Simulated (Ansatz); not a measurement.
Ansatz (an electronic-structure program) input:

Ansatz 0.2 input:
```yaml
crystal:
  lattice:
    - [3.1882831816, 0.0, 0.0]
    - [0.0, 3.1882831816, 0.0]
    - [0.0, 0.0, 3.1882831816]
  atoms:
    - { symbol: Te, position: [0.5, 0.5, 0.5] }
kpoints:
  mp_grid: { grid: [13, 13, 13] }
hamiltonian:
  xc: r2scan
  pseudopotentials: { kind: paw }
scf:
  occupations: { method: gaussian, width: 0.05 }
checkpoint: { read: metal.run }
output: { bader: true, populations: true }
```

Output (shortened):

```
Pseudopotential: Te, paw, valence charge 16
Functional definition: r2SCAN
Crystal: 1 atoms, lattice volume = 32.409 Å³
Basis set: ecut = 500 eV, 799 PW (Γ), exchange–correlation on 96×96×96 points (64 copies of the dense FFT grid, shifted against one another)
Bands: 16, of which v1, the nominal top of the filled ones, is band 8 counted from 1 (7 counted from 0)
Symmetry: 48 space group operations
Space group: Pm-3m (ITA 221), of the structure as read, at distance tolerance 3.2e-5 Å
k-points: 84 of 2197
Stability of the state it starts from, as read at its close in the unpolarized treatment …
iter 1 solved again at ethr=8.85e-8 eV; its pass at ethr=3.10e-3 eV (dr2=1.42e-5 eV) is discarded
SCF iter   1: F=—  HF=-6994.737276 eV  |F-HF|=—  |Δ(HF+E_count)|=         —  Δρ=4.59e-7  dr2=5.08e-11  dr2_τ=3.01e-12  ethr=8.85e-8  ⟨swp⟩=2.9  Hψ=11156  notcnv=0
preconditioner: auto → none
SCF iter   2: F=-6994.737276 eV  HF=-6994.737276 eV  |F-HF|=9.09e-13  |Δ(HF+E_count)|=   1.43e-8  Δρ=1.05e-7  dr2=1.93e-12  dr2_τ=2.82e-12  ethr=1.00e-12  ⟨swp⟩=6.1  Hψ=5528  notcnv=0
SCF 1 converged in 2 iterations: F = -6994.737276 eV  dr2 = 1.93e-12
SCF converged after 2 iterations
Free energy (F): -6994.737276 eV
Harris-Foulkes:  -6994.737276 eV  (|F-HF|=9.09e-13)
Internal energy: -6994.736601 eV  (E = F + TS)
E sigma→0 (E₀):  -6994.736938 eV
Entropy (-TS):   -0.000675 eV (-0.675 meV/atom)
Fermi energy:    9.467703 eV
--- Per-component energies (eV) ---
  E_band       = -268.519930
  E_kinetic    = 179.508765
  E_local      = -1203.385807  (includes V_loc(G=0)·N_el)
  E_nonlocal   = -310.679875
  E_hartree    = 780.532656
  E_xc         = -114.775262
  E_vxc        = -111.306727  (∫ρ·V_xc dr)
  E_paw        = -4685.973002  (= ΣΔE_a)
  E_vpaw       = -390.608707  (= ΣTr[D̂ρ^β])
  E_aug_tail   = -0.000037  (compensation charges beyond the density's cutoff)
  E_vtau       = 6.887127  (kinetic-family band-sum trace: ∫τ·v_τ [+ j·A + Jᵃ·Aᵃ] dr)
  E_ewald      = -1640.248894
  E_core_change = 0.284855  (= ΣΔE_core)
  E_smearing   = -0.000675  (= −TS)
  E_closure    =  0.000000  (closes the sum)
  Σ components = -6994.737276   (vs F -6994.737276, Δ=0.00e0)
  [band-id]    e_kinetic+e_local+e_nonlocal+2·e_hartree+e_vxc+e_vpaw+e_augmentation_tail+e_vtau = -268.519951   (vs E_band -268.519930, Δ=-2.10e-5)
--- Band table (eV; the first three rows and the last of 84) ---
  k-point 0: bands = ["-28.9591", "-28.9591", "-28.8905", "-28.8905", "-28.8905", "-4.8894", "10.6472", "10.6472", "10.6472", "15.8399", "15.8399", "16.6659", "28.0250", "28.0250", "28.0250", "28.7927"]
  k-point 1: bands = ["-28.9590", "-28.9552", "-28.8915", "-28.8915", "-28.8904", "-4.8149", "9.8181", "10.7143", "10.7143", "15.9088", "16.3142", "17.2576", "26.9651", "26.9651", "27.3375", "28.0011"]
  k-point 2: bands = ["-28.9586", "-28.9443", "-28.8943", "-28.8943", "-28.8902", "-4.5960", "8.1955", "10.9079", "10.9079", "16.1128", "16.6729", "19.2156", "25.2793", "25.2793", "25.9722", "26.4934"]
  k-point 83: bands = ["-28.9256", "-28.9256", "-28.9256", "-28.8540", "-28.8540", "0.8333", "6.1753", "6.1753", "6.2403", "14.1745", "14.3317", "14.3317", "17.4091", "32.1326", "32.1326", "32.5011"]
--- Löwdin populations: 1 site ---
  site symbol       q [e]
     0     Te     15.9556
  spilling = 0.002772 (of n_electrons = 16.000000)
--- Bader charges: 1 site ---
  site symbol  charge [e]  shift [e]
     0     Te      0.0000     0.0000
  shift: an alarm, by how much a part of what the PAW files miss would move the charge. Where it is large, compare
  with a run on PAW files of another source; a small one proves nothing
  estimated error of the sums over rays = 9.0e-7 e
```

Cost: about 5 core-seconds (a rough figure) on shared cores.

The workflow started from a Materials Project entry (that database holds measured and hypothetical structures alike); the Crystallography Open Database copy checked does not list it. It is not the phase usual at ambient conditions (space group No. 152). The r²SCAN relaxation kept the symmetry of its start; its stability against distortions is not shown here. Scalar-relativistic: spin–orbit coupling is off unless named, which matters more the heavier the elements.

Potentials: the later of the program's two PAW sets.

Ansatz is a plane-wave DFT program.
